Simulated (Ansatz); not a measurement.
# EuTe2, relaxed from a CdCl2-type start to space group Fm-3m (read at 0.02 Å)

Level of theory: DFT, PBE, scalar-relativistic, collinear spin; plane waves to 420 eV with PAW datasets (Ansatz 0.2.0), Γ-centred 8×8×4 mesh, 0.05 eV Gaussian smearing; PAW files: Ansatz's generated set soft_2.

```yaml
crystal:
  lattice:
    - [2.67223, -1.54281, 8.74556]
    - [-2.67223, -1.54281, 8.74556]
    - [0.00000, -6.17124, 8.74556]
  atoms:
    - { symbol: Eu, position: [0.00000, 0.00000, 0.00000] }
    - { symbol: Te, position: [0.24983, 0.24983, 0.87509] }
    - { symbol: Te, position: [0.75017, 0.75017, 0.62491] }
    - { symbol: Eu, position: [0.00000, 0.00000, 0.50000] }
    - { symbol: Te, position: [0.24983, 0.24983, 0.37509] }
    - { symbol: Te, position: [0.75017, 0.75017, 0.12491] }
```

The cell came from substitution into a structure type; no database entry of this phase was matched, which doesn't show that none exists.

Magnetic state: antiferromagnetic, site spin moments Eu 6.64, -6.64; Te 0.08, -0.08 μB.

The geometry was relaxed with PBE and stays fixed; the gap of the first row includes a band path, the others are on their meshes. A negative pressure means that the level wants a smaller cell.

| level | k-mesh | gap (eV) | P (GPa) | largest spin moment (μB) | f electrons (Löwdin) |
| --- | --- | --- | --- | --- | --- |
| PBE | 8×8×4 | metal | 0.0 | 6.64 | 6.72 |

(1) What do the gap, the largest spin moment and the pressure become under PBEsol (8×8×4)?

Answer:

(1) Gap zero (metallic), pressure -2.2 GPa, largest spin moment 6.64 μB.

**Reading the ladder.**

To first order a pressure P at this geometry moves the equilibrium volume by ΔV/V ≈ P/B0, with B0 = 34 GPa from PBE's equation of state: PBEsol −2.20/34.3 = −6.4 %, about 33.7 Å³/atom (from 36.06). These are estimates, not relaxations, and those over 6 % overshoot where the cell shrinks, since it stiffens.

No row holds spin–orbit coupling, which matters for elements this heavy.

Without a U the 4f levels of Eu lie too near the Fermi level, so their share of the states there, and what hangs on it, is overstated. The run wasn't fully tested for a lower electronic state.

Pressures are a third of the stress tensor's trace.
